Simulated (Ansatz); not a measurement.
What a trial cell of Y2AlN3 relaxes into

Theory: Ansatz 0.2.0, DFT PBE, scalar-relativistic, plane waves, PAW. Cutoff 420 eV, Gaussian smearing, Γ-centred meshes. Cell and atoms relax first on a coarse mesh and then on a converged one. In between, the cell is made exact in the group found at 0.06 Å. The steps can't lower the symmetry of their start. No spin polarisation.

The cell of Y2AlN3 is invented: random cell by space group and Wyckoff sites (P321, No. 150). The dimensions are guesses.

```yaml
crystal:
  lattice:
    - [5.82035, 0.00000, 0.00000]
    - [-2.91017, 5.04057, 0.00000]
    - [0.00000, 0.00000, 3.93580]
  atoms:
    - { symbol: Y, position: [0.33333, 0.66667, 0.11875] }
    - { symbol: Y, position: [0.66667, 0.33333, 0.88125] }
    - { symbol: Al, position: [0.00000, 0.00000, 0.50000] }
    - { symbol: N, position: [0.33928, 0.00000, 0.50000] }
    - { symbol: N, position: [0.00000, 0.33928, 0.50000] }
    - { symbol: N, position: [0.66072, 0.66072, 0.50000] }
```

Energies over the elements count from the elements' standard structures at the same level (N₂ as a molecule), with no fitted energy shifts.

Q: What does it relax into?

A: The symmetry stays P321 (No. 150). The volume per atom shrinks by 25.0 %, from 19.2 to 14.4 Å³. The shortest distance goes from 1.97 Å (Al–N) to 1.85 Å (Al–N). The ratio c/a of the conventional cell changes by a factor of 0.85. The energy falls by about 0.49 eV/atom (the start's value is from the coarse mesh). Conventional cell: a = 5.583 Å, c = 3.207 Å. Y has 3 N at 2.30 Å and 3 N at 2.63 Å; around Al lie 3 N at 1.85 Å; N has 1 Al at 1.85 Å, 2 Y at 2.30 Å and 2 Y at 2.63 Å.

```xyz
6
Lattice="5.5828 0.0000 0.0000 -2.7914 4.8348 0.0000 0.0000 0.0000 3.2066" Properties=species:S:1:pos:R:3 pbc="T T T"
Y     0.0000    3.2232    0.2533
Y     2.7914    1.6116    2.9533
Al    0.0000    0.0000    1.6033
N     1.8545    0.0000    1.6033
N    -0.9272    1.6060    1.6033
N     1.8641    3.2288    1.6033
```

Q: How does it come out in energy, and is it a metal?

A:

| Quantity | Value |
| --- | --- |
| Formation energy | −1.188 eV/atom |
| Gap on the 6×6×8 mesh of the 6-atom cell | 1.73 eV |

The last run used Gaussian smearing of 0.02 eV. Kohn–Sham gaps at this level usually fall short of measured ones. A structure relaxed within its symmetry needn't be a true minimum. Another cell of Y2AlN3 relaxed alike, in Cmc2_1 (a Materials Project cell), lies 236 meV/atom lower, so this cell isn't the stable form at this level.
